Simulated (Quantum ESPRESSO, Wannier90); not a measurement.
**Wannier functions of LiNbO2 (P6₃/mmc)**

Materials Project entry mp-3924; symmetrised, unrelaxed at this level. COD (Crystallography Open Database) has an entry of this formula and space group (matched by these alone). Computed values, not measurements, from LDA: Quantum ESPRESSO (norm-conserving PseudoDojo potentials, cutoff 68 Ry, no spin polarisation, no spin-orbit coupling) on a Γ-centred 6×6×4 mesh, then Wannier90. Density: 12×12×4 mesh, cold smearing 0.01 Ry.

On the energy scale of pw.x, whose zero is arbitrary, the valence-band maximum lies at 12.95 eV.

Input w.win:

```
num_bands = 6
num_wann = 6
exclude_bands = 1-4,11-55
num_iter = 1000
conv_tol = 1.0e-6
conv_window = 4
write_hr = true
write_u_matrices = true
auto_projections = true
begin unit_cell_cart
ang
    2.9217801281    0.0000000000    0.0000000000
   -1.4608900640    2.5303358152    0.0000000000
    0.0000000000    0.0000000000   10.4510300000
end unit_cell_cart
begin atoms_frac
Li   0.0000000000  0.0000000000  0.0000000000
Li   0.0000000000  0.0000000000  0.5000000000
Nb   0.3333333333 -0.3333333333 -0.2500000000
Nb  -0.3333333333  0.3333333333  0.2500000000
O    0.3333333333 -0.3333333333  0.1218300000
O   -0.3333333333  0.3333333333 -0.1218300000
O   -0.3333333333  0.3333333333 -0.3781700000
O    0.3333333333 -0.3333333333  0.3781700000
end atoms_frac
mp_grid = 6 6 4
begin kpoints
0.0000000000 0.0000000000 0.0000000000
0.0000000000 0.0000000000 0.2500000000
0.0000000000 0.0000000000 0.5000000000
... (141 more lines: the 6x6x4 mesh through Gamma)
end kpoints
```

Input of pw2wannier90.x that gives the overlap and projection files (equivalent; here they were cut from one run over all bands):

```
&inputpp
  outdir = './out'
  prefix = 'pwscf'
  seedname = 'w'
  write_amn = .true.
  write_mmn = .true.
  atom_proj = .true.
  atom_proj_exclude = 1 2 3 4 5 9 10 11 12 13 14 15 19 20 21 22 23 24 25 26 27 28 29 30 31 32 33 34 35 36 37 38 39 40
/
```

Output w.wout (banner and timings cut):

```
                                    ------
                                    SYSTEM
                                    ------

                              Lattice Vectors (Ang)
                    a_1     2.921780   0.000000   0.000000
                    a_2    -1.460890   2.530336   0.000000
                    a_3     0.000000   0.000000  10.451030

                   Unit Cell Volume:      77.26535  (Ang^3)

                        Reciprocal-Space Vectors (Ang^-1)
                    b_1     2.150465   1.241571  -0.000000
                    b_2     0.000000   2.483143   0.000000
                    b_3     0.000000  -0.000000   0.601202

 *----------------------------------------------------------------------------*
 |   Site       Fractional Coordinate          Cartesian Coordinate (Ang)     |
 +----------------------------------------------------------------------------+
 | li   1   0.00000   0.00000   0.00000   |    0.00000   0.00000   0.00000    |
 | li   2   0.00000   0.00000   0.50000   |    0.00000   0.00000   5.22551    |
 | nb   1   0.33333  -0.33333  -0.25000   |    1.46089  -0.84345  -2.61276    |
 | nb   2  -0.33333   0.33333   0.25000   |   -1.46089   0.84345   2.61276    |
 | o    1   0.33333  -0.33333   0.12183   |    1.46089  -0.84345   1.27325    |
 | o    2  -0.33333   0.33333  -0.12183   |   -1.46089   0.84345  -1.27325    |
 | o    3  -0.33333   0.33333  -0.37817   |   -1.46089   0.84345  -3.95227    |
 | o    4   0.33333  -0.33333   0.37817   |    1.46089  -0.84345   3.95227    |
 *----------------------------------------------------------------------------*
                                ------------
                                K-POINT GRID
                                ------------

             Grid size =  6 x  6 x  4      Total points =  144

 *---------------------------------- MAIN ------------------------------------*
 |  Number of Wannier Functions               :                 6             |
 |  Number of Objective Wannier Functions     :                 6             |
 |  Number of input Bloch states              :                 6             |
 |  Output verbosity (1=low, 5=high)          :                 1             |
 |  Timing Level (1=low, 5=high)              :                 1             |
 |  Optimisation (0=memory, 3=speed)          :                 3             |
 |  Length Unit                               :               Ang             |
 |  Post-processing setup (write *.nnkp)      :                 F             |
 |  Using Gamma-only branch of algorithms     :                 F             |
 *----------------------------------------------------------------------------*
 *------------------------------- WANNIERISE ---------------------------------*
 |  Total number of iterations                :              1000             |
 |  Number of CG steps before reset           :                 5             |
 |  Trial step length for line search         :             2.000             |
 |  Convergence tolerence                     :         0.100E-05             |
 |  Convergence window                        :                 4             |
 |  Iterations between writing output         :                 1             |
 |  Iterations between backing up to disk     :               100             |
 |  Write r^2_nm to file                      :                 F             |
 |  Write xyz WF centres to file              :                 F             |
 |  Write on-site energies <0n|H|0n> to file  :                 F             |
 |  Use guiding centre to control phases      :                 F             |
 |  Use phases for initial projections        :                 F             |
 *----------------------------------------------------------------------------*
 *-------------------------------- PLOTTING ----------------------------------*
 |  Plotting Hamiltonian in WF basis          :                 T             |
 *----------------------------------------------------------------------------*

       ... (k-mesh section left out)

 Starting a new Wannier90 calculation ...

 Reading overlaps from w.mmn

 Reading projections from w.amn

 *------------------------------- WANNIERISE ---------------------------------*
 +--------------------------------------------------------------------+<-- CONV
 | Iter  Delta Spread     RMS Gradient      Spread (Ang^2)            |<-- CONV
 +--------------------------------------------------------------------+<-- CONV

 ------------------------------------------------------------------------------
 Initial State
  WF centre and spread    1  (  1.460890, -0.843445, -2.612758 )     0.59328063
  WF centre and spread    2  (  1.460890, -0.854304, -2.612758 )     0.58637148
  WF centre and spread    3  (  1.460890, -0.832471, -2.612757 )     0.58637175
  WF centre and spread    4  ( -1.460890,  0.843445,  2.612757 )     0.59328063
  WF centre and spread    5  ( -1.460890,  0.854304,  2.612758 )     0.58637148
  WF centre and spread    6  ( -1.460890,  0.832471,  2.612757 )     0.58637175
  Sum of centres and spreads (  0.000000, -0.000000, -0.000000 )     3.53204771

      0     0.353E+01     0.0000000000        3.5320477066  <-- CONV
        O_D=      0.0001660 O_OD=      0.0038884 O_TOT=      3.5320477 <-- SPRD
 ------------------------------------------------------------------------------
      1    -0.947E-06     0.0006444731        3.5320467595  <-- CONV
        O_D=      0.0001654 O_OD=      0.0038879 O_TOT=      3.5320468 <-- SPRD
      2    -0.171E-06     0.0002623255        3.5320465889  <-- CONV
        O_D=      0.0001653 O_OD=      0.0038879 O_TOT=      3.5320466 <-- SPRD
      3    -0.487E-07     0.0004354794        3.5320465401  <-- CONV
        O_D=      0.0001653 O_OD=      0.0038879 O_TOT=      3.5320465 <-- SPRD
      4    -0.657E-08     0.0001201526        3.5320465336  <-- CONV
        O_D=      0.0001653 O_OD=      0.0038879 O_TOT=      3.5320465 <-- SPRD
             <<<     Delta < 1.000E-06  over  4 iterations     >>>
             <<< Wannierisation convergence criteria satisfied >>>
 Final State
  WF centre and spread    1  (  1.460890, -0.843445, -2.612758 )     0.59328061
  WF centre and spread    2  (  1.460890, -0.854304, -2.612758 )     0.58636967
  WF centre and spread    3  (  1.460890, -0.832473, -2.612757 )     0.58637299
  WF centre and spread    4  ( -1.460890,  0.843445,  2.612757 )     0.59328061
  WF centre and spread    5  ( -1.460890,  0.854304,  2.612758 )     0.58636967
  WF centre and spread    6  ( -1.460890,  0.832473,  2.612757 )     0.58637299
  Sum of centres and spreads (  0.000000, -0.000000, -0.000000 )     3.53204654

         Spreads (Ang^2)       Omega I      =     3.527993397
        ================       Omega D      =     0.000165283
                               Omega OD     =     0.003887854
    Final Spread (Ang^2)       Omega Total  =     3.532046534
```
